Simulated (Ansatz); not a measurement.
NbS$_{2}$Br$_{2}$:
```cif
data_Br8Nb4S8
_chemical_formula_sum 'Nb4 S8 Br8'
_space_group_name_H-M_alt 'C2/m'
_space_group_IT_number 12
_space_group_name_Hall '-C 2y'
_cell_length_a 6.61738
_cell_length_b 11.37179
_cell_length_c 7.00432
_cell_angle_alpha 90.000
_cell_angle_beta 110.079
_cell_angle_gamma 90.000
loop_
_space_group_symop_operation_xyz
  'x, y, z'
  '-x, -y, -z'
  '-x, y, -z'
  'x, -y, z'
  'x+1/2, y+1/2, z'
  '-x+1/2, -y+1/2, -z'
  '-x+1/2, y+1/2, -z'
  'x+1/2, -y+1/2, z'
loop_
_atom_site_label
_atom_site_type_symbol
_atom_site_symmetry_multiplicity
_atom_site_Wyckoff_symbol
_atom_site_fract_x
_atom_site_fract_y
_atom_site_fract_z
_atom_site_occupancy
Nb1 Nb 4 g 0.00000 0.12556 0.00000 1
S1 S 4 i 0.14065 0.00000 0.30881 1
S2 S 4 i 0.32430 0.00000 0.13193 1
Br1 Br 8 j 0.27018 0.29621 0.23376 1
```
(The calculation used a cell of 10 atoms; values per cell refer to that cell.)

Relaxed with r²SCAN+D4.

Problem. Tabulate the valence density and the electron localisation function along the shortest S–S contact (2.01 Å), r²SCAN+D4 in the plane-wave PAW code Ansatz.

Solution. 

| distance from S (Å) | density (e/Å³) | ELF |
|---|---|---|
| 0.20 | 0.22 | 0.01 |
| 0.30 | 0.51 | 0.06 |
| 0.40 | 0.80 | 0.20 |
| 0.50 | 1.02 | 0.41 |
| 0.60 | 1.14 | 0.60 |
| 0.70 | 1.16 | 0.71 |
| 0.80 | 1.12 | 0.76 |
| 0.91 | 1.08 | 0.77 |
| 1.01 | 1.06 | 0.77 |
| 1.11 | 1.08 | 0.77 |
| 1.21 | 1.12 | 0.75 |
| 1.31 | 1.15 | 0.70 |
| 1.41 | 1.13 | 0.59 |
| 1.51 | 1.01 | 0.40 |
| 1.61 | 0.79 | 0.19 |
| 1.71 | 0.51 | 0.05 |
| 1.81 | 0.22 | 0.01 |

The density is the valence pseudo-density with augmentation charge, so density and ELF within about 1 Å of a nucleus are not all-electron values.

The workflow started from a Materials Project entry (that database holds measured and hypothetical structures alike); the Crystallography Open Database copy checked does not list it. Its standing as an ambient phase is unchecked. Symmetry was held in the r²SCAN+D4 relaxation; its stability against distortions is not shown here. The run is not spin-polarised.

Potentials: the later of the program's two PAW sets.
